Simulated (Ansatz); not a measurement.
# Relaxation of Hf$_{2}$N

Computed with DFT PBEsol, scalar-relativistic, plane waves, PAW (Ansatz 0.2.0). Run with 420 eV cutoff, 8×8×12 k-mesh, Gaussian smearing of 0.10 eV, no spin polarisation.

What was changed: relaxed at 40 GPa.

Spin–orbit coupling is left out, which can shift energies with elements as heavy as these.

Other phases may be more stable at this pressure.

Command:

```bash
ansatz run input.yaml --threads 1 --pin off --max-ram 2560MiB --backend cpu --events-out ev --progress --plain --runs-dir out
```

Input:

```yaml
crystal:
  lattice:
    - [5.0362543057, 0.0, 0.0]
    - [0.0, 5.0362543057, 0.0]
    - [0.0, 0.0, 3.0768469038]
  atoms:
    - { symbol: Hf, position: [0.2944112184, 0.2944112184, 0.0] }
    - { symbol: Hf, position: [0.7055887816, 0.7055887816, 0.0] }
    - { symbol: Hf, position: [0.7944112184, 0.2055887816, 0.5] }
    - { symbol: Hf, position: [0.2055887816, 0.7944112184, 0.5] }
    - { symbol: "N", position: [0.0, 0.0, 0.0] }
    - { symbol: "N", position: [0.5, 0.5, 0.5] }
basis:
  ecutwfc: 420
kpoints:
  mp_grid: { grid: [8, 8, 12] }
hamiltonian:
  xc: pbesol
scf:
  occupations: { method: gaussian, width: 0.1 }
output:
  forces: true
  stress: true
  eigenvalues: true
relax:
  adjacent_minimum: "off"
  f_tol: 0.008
  max_steps: 50
  cell: { stress_tol: 0.08, p_target: 40.0 }
```

F is the free energy. Steps run on the plane waves of an earlier cell, but the last one, and at times one on the way, on a freshly chosen basis, so a repeated geometry can differ a little in energy. The relaxation lowers the enthalpy F + PV at the target pressure, so F itself can rise.

Steps:

```csv
step,F − F(1) (eV),largest force component (eV/Å),V (Å³/atom),P (GPa)
1,0.0000,0.088,13.007,41.15
2,-0.1124,0.006,13.082,39.02
3,-0.0656,0.012,13.050,39.90
4,-0.0593,0.003,13.045,40.01
5,-0.0598,0.003,13.045,40.02
```

Relaxed structure:

```xyz
6
Lattice="5.0395 0.0000 0.0000 0.0000 5.0395 0.0000 0.0000 0.0000 3.0820" Properties=species:S:1:pos:R:3 pbc="T T T"
Hf    1.4810    1.4810    0.0000
Hf    3.5585    3.5585    0.0000
Hf    4.0007    1.0388    1.5410
Hf    1.0388    4.0007    1.5410
N     0.0000    0.0000    0.0000
N     2.5198    2.5198    1.5410
```

The structure is tetragonal, space group P4_2/mnm (No. 136). The conventional cell has a = 5.040 Å, b = 5.040 Å, c = 3.082 Å, α = 90.00°, β = 90.00°, γ = 90.00°. Hf (site symmetry m2m) is surrounded by 3 N at 2.09 to 2.13 Å. Around N (site symmetry mmm) lie 6 Hf at 2.09 to 2.13 Å.

The run converged. It took 3.8 min on 1 thread of Arm Neoverse V1 (shared host), peak memory 0.66 GiB.